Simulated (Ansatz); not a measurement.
Given:

LaSiNi:
```xyz
6
Lattice="-2.0942 2.0942 6.9856 2.0942 -2.0942 6.9856 2.0942 2.0942 -6.9856" Properties=species:S:1:pos:R:3 pbc="T T T"
La     0.0000     0.0000     0.0306
La     0.0000     2.0942     3.5234
Si     0.0000     0.0000     8.1262
Si     2.0942     0.0000     4.6334
Ni     2.0942     0.0000     2.2696
Ni     0.0000     0.0000     5.7623
```

This is the r²SCAN-relaxed structure.

**Question.** All from plane-wave PAW r²SCAN (Ansatz code), unless another level is named. Estimate the electronic character.

**Answer.** metallic (no gap).

**Question.** Next, the density of states at the Fermi level?

**Answer.** 0.83 states/eV per atom (mean over ±0.08 eV).

**Question.** Next, the formation energy from the elements (no fitted shifts)?

**Answer.** -0.73 eV/atom.

Space group I4_1md. The workflow started from a Materials Project entry (that database holds measured and hypothetical structures alike); the Crystallography Open Database copy checked does not list it. With Si and Ni taken as one species the cell has the higher symmetry I4_1/amd, so it may be an ordered model of a mixed-site phase. Whether it is the stable phase at ambient conditions was not checked. The r²SCAN relaxation kept the symmetry of its start; whether a distortion lowers the energy is not shown. The run is not spin-polarised. The references are the lowest solids computed at this level, not always the standard phases. Scalar-relativistic: spin–orbit coupling is off unless named, which matters more the heavier the elements.

Potentials: the later of the program's two PAW sets.
